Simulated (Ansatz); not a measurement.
BaTe:
Space group Fm-3m (No. 225); a = 6.9415 Å, b = 6.9415 Å, c = 6.9415 Å, α = 90.00°, β = 90.00°, γ = 90.00°

```tsv
atom	site	symmetry	x	y	z
Ba	4a	m-3m	0.0000	0.0000	0.0000
Te	4b	m-3m	0.5000	0.5000	0.5000
```
(The calculation used a cell of 2 atoms; values per cell refer to that cell.)

Relaxed with PBEsol. DFT-PBEsol in the program Ansatz with PAW potentials gives a gap of 1.46 eV.

**Question.** What gap does HSE06 give on the same cell (Ansatz, PAW)?

**Answer.** 2.23 eV, 0.77 eV more. The hybrid was solved on a coarser mesh and at special points; its gap is the smallest among all of these.

```json
[
 {"k": "Γ", "v1 PBEsol": "0.00", "c1 PBEsol": "2.93", "v1 HSE06": "?", "c1 HSE06": "?"},
 {"k": "X", "v1 PBEsol": "-0.36", "c1 PBEsol": "1.46", "v1 HSE06": "-0.40", "c1 HSE06": "2.23"},
 {"k": "L", "v1 PBEsol": "-1.12", "c1 PBEsol": "4.06", "v1 HSE06": "?", "c1 HSE06": "?"},
 {"k": "W", "v1 PBEsol": "-0.92", "c1 PBEsol": "3.48", "v1 HSE06": "?", "c1 HSE06": "?"},
 {"k": "K", "v1 PBEsol": "-0.76", "c1 PBEsol": "2.53", "v1 HSE06": "?", "c1 HSE06": "?"}
]
```

**Question.** Top valence (v1) and lowest conduction level (c1) in eV from each method's valence maximum (which need not be a listed point): supply the withheld HSE06 values.

**Answer.** 
- L, v1 HSE06: -1.19
- L, c1 HSE06: 4.93
- W, v1 HSE06: -0.99
- W, c1 HSE06: 4.37
- Γ, v1 HSE06: 0.00
- Γ, c1 HSE06: 3.82
- K, v1 HSE06: -0.81
- K, c1 HSE06: 3.36

Cost on shared cores: the PBEsol run (SCF on a 7×7×7 mesh, then bands and DOS) about 27 core-seconds (a rough figure), the HSE06 run (SCF on 5×5×5, then a few points) very roughly 90 core-seconds; the tasks are unlike.

The PBEsol relaxation kept the symmetry of its start. Spin–orbit coupling is left out wherever it is not named.

Potentials: the later of the program's two PAW sets.
